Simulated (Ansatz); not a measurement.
From the elastic tensor of AlCu₃ to moduli and sound speeds

The calculation used Ansatz 0.2.0, DFT LDA, scalar-relativistic, plane waves, PAW. Plane waves to 420 eV; Γ-centred k mesh 8×8×8; Fermi-Dirac smearing of 0.15 eV. No spin polarisation.

The structure is orthorhombic, space group Pmmn (No. 59). The conventional cell has a = 4.126 Å, b = 5.062 Å, c = 4.420 Å, α = 90.00°, β = 90.00°, γ = 90.00°. Around Al (site symmetry mm2) lie 12 Cu at 2.53 to 2.55 Å. Cu (site symmetry mm2) is surrounded by 8 Cu at 2.53 to 2.56 Å and 4 Al at 2.53 Å. Around Cu (site symmetry m) lie 8 Cu at 2.52 to 2.56 Å and 4 Al at 2.53 to 2.55 Å.

In a metal, frequencies and elastic constants depend on the k mesh and the smearing, soft modes and shear constants most.

Relaxed-ion constants (GPa, on the Cartesian axes of the calculation):
```
303.6  98.8 107.4   0.0   0.0   0.0
 98.8 255.7 142.0   0.0   0.0   0.0
107.4 141.9 250.9   0.0   0.0   0.0
  0.0   0.0   0.0  44.3   0.0   0.0
  0.0   0.0   0.0   0.0  63.3   0.0
  0.0   0.0   0.0   0.0   0.0  58.0
```

Density 7.830 g/cm³; 8 atoms in 92.30 Å³.

The values that follow are for a polycrystal of randomly turned grains, by Hill's mean where one number stands.

With S = C⁻¹: B_V = (C11+C22+C33+2(C12+C13+C23))/9, G_V = (C11+C22+C33−C12−C13−C23+3(C44+C55+C66))/15, 1/B_R = S11+S22+S33+2(S12+S13+S23), 15/G_R = 4(S11+S22+S33−S12−S13−S23)+3(S44+S55+S66); Hill is their mean. Then v_l = √((B+4G/3)/ρ), v_t = √(G/ρ), v_m = [(2/v_t³+1/v_l³)/3]^(−1/3) and Θ = (ħ/k_B)·v_m·(6π²n/V)^(1/3) for n atoms in the volume V; E = 9BG/(3B+G), ν = (3B−2G)/(2(3B+G)) and A^U = 5G_V/G_R + B_V/B_R − 6.

```
Bulk modulus, Voigt / Reuss / Hill          : 167.4 / 167.3 / 167.4 GPa
Shear modulus, Voigt / Reuss / Hill         : 63.9 / 59.7 / 61.8 GPa
Young's modulus                             : 165 GPa
Poisson ratio                               : 0.336
Pugh ratio B/G                              : 2.71 (over 1.75, the rule of thumb for ductile)
Universal anisotropy index                  : 0.36
Longitudinal and transverse sound speeds    : 5648 and 2810 m/s
Debye temperature from the mean sound speed : 415 K
```

Whether AlCu3 exists in this form wasn't checked.

Cost: 1 run of about 37 core-minutes, on Oxide Virtual Turin-like Processor (Zen 5) (shared hosts).